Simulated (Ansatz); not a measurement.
Here is the system:

ZrB₂:
```cif
data_B2Zr
_chemical_formula_sum 'Zr1 B2'
_space_group_name_H-M_alt 'P 1'
_space_group_IT_number 1
_cell_length_a 3.13282
_cell_length_b 3.13282
_cell_length_c 3.48922
_cell_angle_alpha 90.000
_cell_angle_beta 90.000
_cell_angle_gamma 120.000
loop_
_space_group_symop_operation_xyz
  'x, y, z'
loop_
_atom_site_label
_atom_site_type_symbol
_atom_site_fract_x
_atom_site_fract_y
_atom_site_fract_z
_atom_site_occupancy
Zr1 Zr 0.00000 0.00000 0.00000 1
B1 B 0.33333 0.66667 0.50000 1
B2 B 0.66667 0.33333 0.50000 1
```

This is the LDA-relaxed structure.

**Question.** All from DFT-LDA in the program Ansatz with PAW potentials, unless another level is named. Give the Poisson's ratio.

**Answer.** 0.14.

**Question.** What about the highest zone-centre frequency?

**Answer.** 795 cm⁻¹.

Space group P6/mmm. The cell was relaxed with LDA under the symmetry of its start; of distortions, only those at the zone centre were tested. No spin polarisation was allowed. As this level gives no gap, phonon frequencies hold no LO–TO term and depend on the k-mesh and smearing (Fermi–Dirac, 0.1 eV here).

Potentials: the earlier of the program's two PAW sets.
